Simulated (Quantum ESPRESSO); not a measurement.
Band energies of MgS$_{2}$ at +1 % isotropic strain

```
CELL_PARAMETERS angstrom
      3.44700    -1.98606    -0.00969
      3.44700     1.98606    -0.00969
     -2.28258     0.00000     4.58996
ATOMIC_POSITIONS crystal
  Mg 0.50000 0.50000 0.50000
  S  0.92307 0.92307 0.77049
  S  0.07693 0.07693 0.22951
```

PBEsol (pw.x of Quantum ESPRESSO, ONCV potentials, scalar-relativistic); path ΓYFLI,I1ZHF1,H1Y1XΓN,MΓ; energies in eV from the valence-band maximum.

| k (1/Å) | point | band 7 | band 8 | band 9 | band 10 | band 11 | band 12 | band 13 | band 14 |
|---|---|---|---|---|---|---|---|---|---|
| 0.00 | Γ | -6.54 | -2.40 | -2.39 | -0.89 | -0.89 | 2.87 | 2.94 | 6.55 |
| 0.54 |  | -4.95 | -3.41 | -3.11 | -1.65 | -0.08 | 1.97 | 3.87 | 5.50 |
| 1.18 |  | -5.63 | -4.20 | -3.16 | -2.39 | -0.94 | 2.16 | 4.04 | 5.81 |
| 1.72 | Y | -5.40 | -4.72 | -2.66 | -1.49 | -1.21 | 2.29 | 3.99 | 4.96 |
| 1.83 |  | -5.36 | -4.90 | -2.78 | -1.47 | -1.43 | 2.21 | 3.81 | 5.10 |
| 2.48 |  | -5.89 | -3.58 | -3.11 | -2.42 | -0.52 | 2.52 | 4.33 | 6.58 |
| 2.92 | F | -4.88 | -2.82 | -2.78 | -0.76 | -0.21 | 1.77 | 3.46 | 5.20 |
| 3.14 |  | -5.68 | -3.04 | -2.91 | -1.62 | -0.36 | 2.44 | 4.11 | 5.63 |
| 3.79 |  | -5.75 | -5.02 | -2.69 | -1.69 | -1.56 | 2.41 | 3.78 | 4.67 |
| 3.90 | L | -5.61 | -5.20 | -2.66 | -1.77 | -1.46 | 2.29 | 3.74 | 4.59 |
| 4.16 | I | -5.53 | -5.09 | -3.03 | -2.17 | -1.36 | 2.38 | 4.44 | 5.51 |
| 4.16 | I1 | -5.53 | -5.09 | -3.03 | -2.17 | -1.36 | 2.38 | 4.44 | 5.51 |
| 4.38 |  | -5.39 | -4.83 | -3.50 | -2.58 | -1.17 | 2.40 | 5.30 | 6.63 |
| 5.04 |  | -4.29 | -3.38 | -3.29 | -1.60 | -0.33 | 1.54 | 4.10 | 4.97 |
| 5.48 | Z | -3.55 | -2.84 | -2.83 | -0.11 | -0.10 | 0.81 | 2.46 | 5.33 |
| 5.58 |  | -3.58 | -2.90 | -2.85 | -0.28 | -0.10 | 0.91 | 2.58 | 5.33 |
| 6.17 |  | -5.15 | -3.71 | -3.34 | -2.57 | -0.37 | 1.78 | 3.76 | 6.59 |
| 6.77 |  | -5.74 | -3.59 | -3.16 | -2.40 | -0.40 | 2.41 | 4.21 | 6.60 |
| 7.37 |  | -5.82 | -2.63 | -2.49 | -0.76 | -0.61 | 2.18 | 3.61 | 5.69 |
| 7.76 | H | -5.75 | -4.11 | -2.51 | -1.41 | -1.08 | 2.66 | 4.46 | 4.57 |
| 7.97 |  | -6.37 | -3.40 | -2.57 | -1.46 | -1.11 | 3.16 | 4.03 | 5.51 |
| 8.60 |  | -4.04 | -2.84 | -2.82 | -0.37 | -0.11 | 1.21 | 2.81 | 5.24 |
| 9.12 | F1 | -4.88 | -2.82 | -2.78 | -0.76 | -0.21 | 1.77 | 3.46 | 5.20 |
| 9.12 | H1 | -5.75 | -4.11 | -2.51 | -1.41 | -1.08 | 2.66 | 4.46 | 4.57 |
| 9.72 |  | -6.51 | -2.47 | -2.39 | -0.91 | -0.89 | 2.81 | 3.10 | 6.46 |
| 10.22 |  | -5.58 | -4.37 | -2.56 | -1.46 | -1.10 | 2.49 | 4.25 | 4.76 |
| 10.32 | Y1 | -5.40 | -4.72 | -2.66 | -1.49 | -1.21 | 2.29 | 3.99 | 4.96 |
| 10.89 |  | -5.22 | -4.23 | -3.51 | -2.63 | -0.12 | 1.76 | 3.32 | 6.54 |
| 11.00 | X | -5.10 | -4.46 | -3.54 | -2.55 | -0.04 | 1.73 | 3.19 | 6.40 |
| 11.50 |  | -5.32 | -4.53 | -4.01 | -2.11 | -1.42 | 2.49 | 5.13 | 6.29 |
| 12.09 |  | -6.28 | -3.68 | -2.92 | -1.76 | -1.25 | 3.22 | 4.47 | 5.92 |
| 12.58 | Γ | -6.54 | -2.40 | -2.39 | -0.89 | -0.89 | 2.87 | 2.94 | 6.55 |
| 12.67 |  | -6.47 | -2.47 | -2.40 | -0.90 | -0.86 | 2.72 | 3.17 | 6.43 |
| 13.23 |  | -4.67 | -4.10 | -2.84 | -1.09 | -0.90 | 1.88 | 4.13 | 5.05 |
| 13.78 |  | -5.15 | -4.34 | -3.53 | -2.55 | -0.08 | 1.75 | 3.24 | 6.45 |
| 13.87 | N | -5.11 | -4.46 | -3.55 | -2.53 | -0.05 | 1.75 | 3.18 | 6.38 |
| 13.87 | M | -5.59 | -5.19 | -2.67 | -1.78 | -1.47 | 2.27 | 3.74 | 4.58 |
| 14.25 |  | -6.03 | -4.25 | -2.60 | -1.48 | -1.47 | 2.87 | 4.28 | 4.73 |
| 14.82 | Γ | -6.54 | -2.40 | -2.39 | -0.89 | -0.89 | 2.87 | 2.94 | 6.55 |

The PBEsol gap is indirect, 0.81 eV, from 38 % of the way from Γ to Y to Z; the smallest direct gap is 0.91 eV. Another conduction extremum on the path lies within 0.02 eV, too close to call.

Geometry strained from the cell relaxed with PBEsol, atoms relaxed again.

The structure is a Materials Project entry; no match was found in the copy of COD used, and its stability was not checked.
